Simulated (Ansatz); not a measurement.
In₁₄O₂₄Sn₂:
```
CELL_PARAMETERS angstrom
      7.29170     5.16549     0.00000
     -7.29170     5.16549     0.00000
     -7.28411     0.00000     7.31666
ATOMIC_POSITIONS crystal
  In 0.50000 0.50000 0.50000
  In 0.50000 0.50000 0.00000
  In 0.21694 0.21694 0.25000
  In 0.74771 0.24898 0.96621
  In 0.24898 0.74771 0.53379
  In 0.46790 0.03425 0.21673
  In 0.03425 0.46790 0.28327
  In 0.28374 0.28374 0.75000
  In 0.75102 0.25229 0.46621
  In 0.53210 0.96575 0.78327
  In 0.25229 0.75102 0.03379
  In 0.96575 0.53210 0.71673
  In 0.78306 0.78306 0.75000
  In 0.71626 0.71626 0.25000
  O  0.26376 0.00615 0.53674
  O  0.78112 0.95957 0.04526
  O  0.95957 0.78112 0.45474
  O  0.73299 0.53533 0.73926
  O  0.53533 0.73299 0.76074
  O  0.22478 0.95412 0.26586
  O  0.95412 0.22478 0.23414
  O  0.22630 0.49519 0.77033
  O  0.46467 0.26701 0.23926
  O  0.77522 0.04588 0.73414
  O  0.04043 0.21888 0.54526
  O  0.26701 0.46467 0.26074
  O  0.21888 0.04043 0.95474
  O  0.04588 0.77522 0.76586
  O  0.73634 0.45893 0.50607
  O  0.45893 0.73634 0.99393
  O  0.00615 0.26376 0.96326
  O  0.73624 0.99385 0.46326
  O  0.26366 0.54107 0.49393
  O  0.54107 0.26366 0.00607
  O  0.99385 0.73624 0.03674
  O  0.50481 0.77370 0.27033
  O  0.77370 0.50481 0.22967
  O  0.49519 0.22630 0.72967
  Sn 0.00000 0.00000 0.50000
  Sn 0.00000 0.00000 0.00000
```

Relaxed with PBE.

Which orbitals make up the states near the Fermi level in PBE (plane waves, PAW; program Ansatz)?

Within 0.5 eV of the Fermi level: O 2p 34 %, In 5s 25 %, O 2s 16 %, In 5p 15 %, Sn 5s 8 %. Projections are on Löwdin-orthogonalised atomic valence shells; empty p or d shells of many metals are not among them.

Tabulate the density of states.

States/eV per cell of 40 atoms, in 0.25 eV bins, energy from the Fermi level.

| E (eV) | total | O 2p | In 5p | In 5s |
|---|---|---|---|---|
| -7.85 | 19.06 | 11.92 | 0.55 | 5.63 |
| -7.60 | 24.14 | 15.07 | 0.76 | 6.93 |
| -7.35 | 19.70 | 12.36 | 0.61 | 5.47 |
| -7.10 | 10.66 | 6.75 | 0.36 | 2.82 |
| -6.85 | 12.60 | 8.11 | 0.91 | 2.51 |
| -6.60 | 24.48 | 17.04 | 3.33 | 1.87 |
| -6.35 | 25.60 | 18.47 | 3.40 | 1.36 |
| -6.10 | 23.71 | 17.49 | 3.06 | 1.01 |
| -5.85 | 25.31 | 19.08 | 3.48 | 0.87 |
| -5.60 | 18.97 | 14.56 | 2.51 | 0.68 |
| -5.35 | 25.25 | 20.24 | 3.16 | 0.59 |
| -5.10 | 26.01 | 21.45 | 2.99 | 0.42 |
| -4.85 | 35.82 | 30.24 | 3.70 | 0.47 |
| -4.60 | 30.29 | 26.11 | 2.71 | 0.30 |
| -4.35 | 33.08 | 29.14 | 2.49 | 0.26 |
| -4.10 | 32.87 | 29.47 | 1.99 | 0.16 |
| -3.85 | 36.20 | 33.06 | 1.63 | 0.13 |
| -3.60 | 38.88 | 36.26 | 1.07 | 0.08 |
| -3.35 | 46.81 | 44.49 | 0.49 | 0.06 |
| -3.10 | 44.43 | 42.65 | 0.16 | 0.05 |
| -2.85 | 0.00 | 0.00 | 0.00 | 0.00 |
| -2.60 | 0.00 | 0.00 | 0.00 | 0.00 |
| -2.35 | 0.01 | 0.00 | 0.00 | 0.00 |
| -2.10 | 0.12 | 0.02 | 0.00 | 0.06 |
| -1.85 | 0.26 | 0.05 | 0.02 | 0.11 |
| -1.60 | 0.41 | 0.10 | 0.03 | 0.16 |
| -1.35 | 0.59 | 0.16 | 0.06 | 0.21 |
| -1.10 | 0.80 | 0.23 | 0.09 | 0.26 |
| -0.85 | 1.04 | 0.32 | 0.13 | 0.31 |
| -0.60 | 1.38 | 0.44 | 0.18 | 0.38 |
| -0.35 | 1.93 | 0.64 | 0.27 | 0.49 |
| -0.10 | 1.65 | 0.56 | 0.24 | 0.40 |
| 0.15 | 2.61 | 0.90 | 0.38 | 0.65 |
| 0.40 | 2.88 | 1.00 | 0.43 | 0.69 |
| 0.65 | 3.70 | 1.30 | 0.56 | 0.90 |
| 0.90 | 4.27 | 1.51 | 0.63 | 1.03 |
| 1.15 | 5.37 | 1.88 | 0.81 | 1.31 |
| 1.40 | 6.57 | 2.28 | 1.00 | 1.68 |
| 1.65 | 7.38 | 2.53 | 1.07 | 2.11 |
| 1.90 | 11.85 | 3.97 | 1.65 | 3.70 |
| 2.15 | 14.65 | 4.63 | 1.87 | 5.70 |
| 2.40 | 15.03 | 4.64 | 1.85 | 6.40 |
| 2.65 | 17.00 | 4.98 | 2.29 | 7.18 |
| 2.90 | 20.86 | 6.04 | 2.29 | 10.17 |
| 3.15 | 7.55 | 2.22 | 0.62 | 3.96 |
| 3.40 | 9.75 | 1.52 | 3.65 | 2.31 |
| 3.65 | 15.24 | 2.36 | 6.38 | 2.75 |
| 3.90 | 12.85 | 2.07 | 6.25 | 1.87 |
| 4.15 | 15.50 | 2.65 | 8.05 | 2.14 |
| 4.40 | 8.72 | 1.43 | 4.54 | 1.06 |
| 4.65 | 4.07 | 0.56 | 2.18 | 0.42 |

Space group C2/c. The start of the workflow was typed in or built on a structure type; neither database checked (COD, Materials Project) lists it. Whether it is the stable phase at ambient conditions was not checked. Symmetry was held in the PBE relaxation; its stability against distortions is not shown here. A small band overlap can be real or an error of a semilocal functional. Scalar-relativistic: spin–orbit coupling is off unless named, which matters more the heavier the elements.

Potentials: the later of the program's two PAW sets.
